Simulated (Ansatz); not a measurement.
Perovskite alloy of BaZrO3 and BaHfO3 (6 of 8 Zr sites exchanged), 40 atoms

Ansatz, PAW, plane waves. PBEsol relaxation of volume and atoms (shape held) at the single k point (¼, ¼, ¼) without its symmetry partners; single points on the relaxed atoms at the single k point (¼, ¼, ¼) without its symmetry partners, onto which points of the small cell's zone fold. Arrangement: random. No spin–orbit coupling unless named.

Relaxed structure:

```
Ba Hf Zr O
1.0
     8.32610    0.00000    0.00000
     0.00000    8.32610    0.00000
     0.00000    0.00000    8.32610
Ba Hf Zr O
8 6 2 24
Cartesian
  0.0013 8.3258 0.0011
  0.0017 0.0021 4.1639
  0.0017 4.1603 8.3261
  0.0001 4.1611 4.1644
  4.1602 0.0024 0.0009
  4.1601 0.0021 4.1661
  4.1587 4.1582 0.0028
  4.1607 4.1614 4.1631
  2.0806 2.0813 2.0828
  2.0809 2.0814 6.2455
  2.0812 6.2445 2.0834
  2.0807 6.2441 6.2465
  6.2440 2.0808 2.0833
  6.2440 2.0816 6.2464
  6.2442 6.2439 2.0828
  6.2433 6.2446 6.2462
  2.0661 2.0631 0.0022
  2.0968 2.0995 4.1654
  2.1026 6.2640 0.0017
  2.0587 6.2245 4.1645
  6.2591 2.1106 0.0022
  6.2274 2.0556 4.1651
  6.2223 6.2190 0.0015
  6.2671 6.2725 4.1647
  0.0002 2.0868 2.0995
  0.0008 2.0779 6.2329
  0.0067 6.2436 2.0614
  0.0077 6.2476 6.2676
  4.1613 2.0818 2.0684
  4.1621 2.0834 6.2628
  4.1547 6.2490 2.1047
  4.1555 6.2420 6.2237
  2.0792 0.0013 2.1020
  2.0841 0.0004 6.2284
  2.0825 4.1625 2.0650
  2.0809 4.1618 6.2658
  6.2447 0.0089 2.0570
  6.2437 0.0078 6.2725
  6.2425 4.1567 2.1116
  6.2482 4.1555 6.2200
```

Q: What are the mean bond lengths by pair (pairs within 1.2 times the sum of covalent radii, less contacts 15 % beyond the pair's median; cation–cation pairs of compounds aside; long ionic contacts are cut short by that bound)?

A: Ba–O 2.944 ± 0.018 Å (standard deviation, 96 bonds); Hf–O 2.080 ± 0.003 Å (standard deviation, 36 bonds); O–Zr 2.087 ± 0.004 Å (standard deviation, 12 bonds).

Q: What gap lies between the top filled and the lowest empty level in the single points?

A: r²SCAN 4.86 eV (3.9 s on NVIDIA GB300). Away from Γ this isn't the crystal's band gap.
